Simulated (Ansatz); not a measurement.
## Two states of BaCrF₆

```
Ba F Cr
1.0
     3.69138    2.13122    2.39678
    -3.69138    2.13122    2.39678
     0.00000   -4.26244    2.39678
Ba F Cr
1 6 1
Cartesian
  0.0000 0.0000 3.5952
  -2.3514 1.3576 3.3962
  0.0000 -2.7152 3.3962
  2.3514 1.3576 3.3962
  2.3514 -1.3576 3.7941
  -2.3514 -1.3576 3.7941
  0.0000 2.7152 3.7941
  0.0000 0.0000 0.0000
```

Method: r2SCAN, with U_eff = 2.91 eV on Cr d (all-electron-ortho-atomic projectors); PAW, plane waves to 500 eV, 5×5×5 Γ-centred mesh, fermi-dirac occupations (width 0.1 eV) (Ansatz 0.2.0), atoms fixed. The cell carries a charge of -1 e on a uniform background.

State A: no moments (no spin polarisation). State B: Cr8 up (collinear spin).

Task: Compare the two self-consistent states.

Result: State B is lower by 466.0 meV an atom at zero smearing; in free energy at this smearing B lies -457.7 meV an atom from A.

```
state  free energy (meV/atom)  largest moment in a small sphere (μB)  net moment (μB/cell)  gap on mesh (eV)  pressure (GPa)  largest force (eV/Å)
    A                   457.7                                   0.00                  0.00             metal             n/a                  1.53
    B                     0.0                                   2.33                  3.00              5.24             n/a                  1.65
```

Origin: a database entry at a rescaled volume. Caveats: atoms or cell far from equilibrium; charged cell with a uniform background; the state breaks the symmetry of the cell; odd electron count without spin polarisation, so a magnetic state may lie lower; the Fermi level lies in a narrow band between gaps, which spin or distortion may split.
